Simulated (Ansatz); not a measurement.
**How much do the gradients of Cs3Tl2Cl9 depend on the method?**

Cell: a computed structure from the Materials Project (it need not be an observed phase), atoms as given.

```cif
data_Cs3Tl2Cl9
_symmetry_space_group_name_H-M 'R-3c:H'
_symmetry_Int_Tables_number 167
_cell_length_a 12.9335
_cell_length_b 12.9335
_cell_length_c 18.5381
_cell_angle_alpha 90.000
_cell_angle_beta 90.000
_cell_angle_gamma 120.000
loop_
_atom_site_label
_atom_site_type_symbol
_atom_site_symmetry_multiplicity
_atom_site_Wyckoff_symbol
_atom_site_fract_x
_atom_site_fract_y
_atom_site_fract_z
Cs Cs 18 e 0.6712 0.6667 0.4167
Tl Tl 12 c 0.0000 0.0000 0.6492
Cl11 Cl 18 e 0.8439 0.0000 0.7500
Cl17 Cl 36 f 0.8270 0.8250 0.5890
```

One atom of each set is listed; the run and its k-mesh use a cell of 28 atoms with edges of 9.69, 9.69, 9.69 Å.

First run. Level of theory: DFT, PBE, plane waves and PAW, scalar-relativistic, 420 eV cutoff, Γ-centred 3×3×3 k-points, Fermi–Dirac smearing 0.02 eV (Ansatz 0.2.0).

```csv
site,V_zz (10²¹ V/m²),η
Cs,1.23,0.66
Tl,11.39,0.00
Cl11,-10.12,0.15
Cl17,18.22,0.08
```

Second run. The same atoms and settings, except that the functional is r2SCAN and the cutoff is 500 eV.

Question: Given the first result, estimate the second.

Answer: 

```tsv
site	V_zz	η	change of V_zz
Cs	1.28	0.59	+0.05
Tl	11.69	0.00	+0.30
Cl11	-9.63	0.16	+0.49
Cl17	17.58	0.08	-0.64
```

The largest change of V_zz is on Cl17, from 18.22 to 17.58. In per cent, |V_zz| changes by +4 on Cs, +3 on Tl, -5 to -3 on Cl (all sites that start above 0.5).

Spin–orbit coupling is left out, which shifts gradients on Tl by a few per cent, and by more where contributions nearly cancel.
